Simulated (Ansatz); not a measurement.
## HfOs: energy along a strain

HfOs, Pm-3m, a = 3.239 Å (as given, not relaxed at this level: -3.2 GPa). The structure is a COD entry; whether it is the stable form wasn't checked. Ansatz: PBEsol, PAW, 420 eV, Γ-centred 14×14×14 mesh on 2 atoms, Gaussian smearing 0.15 eV; no spin polarisation. Cell vectors (Å): 3.239 0.000 0.000; 0.000 3.239 0.000; 0.000 0.000 3.239. The cell is strained by x per cent times the pattern (0 0 0 0 0 1) in the order xx yy zz yz xz xy (engineering shears), with fractional coordinates held. y is the free energy over the start, V0 = 16.990 Å³/atom. Symmetry makes y even in x.

```
x (%) y (meV/atom)
-2.00             ?
-1.00          0.58
 0.00          0.00
 0.50          0.15
 1.50          1.30
 1.75          1.76
```

Q: Fit y = c2 x² + c4 x⁴ to the other rows, get the stiffness along the pattern, and predict the missing energy.

A: Least squares on the rows shown. y = 0.5853 x² − 0.003436 x⁴. The clamped-ion stiffness p·C·p = 2 × 5.853 eV × 160.2 / 16.990 Å³ = 110 GPa, which is C66 in these axes (C44 of the cubic crystal) (second derivative at the start, which stands under stress). At x = -2.00 the fit asked for gives 2.29 meV/atom. The run gave 2.30 meV/atom, so the fit is 0.01 meV/atom too low, a small miss on the scale of the series.

Spin–orbit coupling is left out, which can shift energies with elements as heavy as these.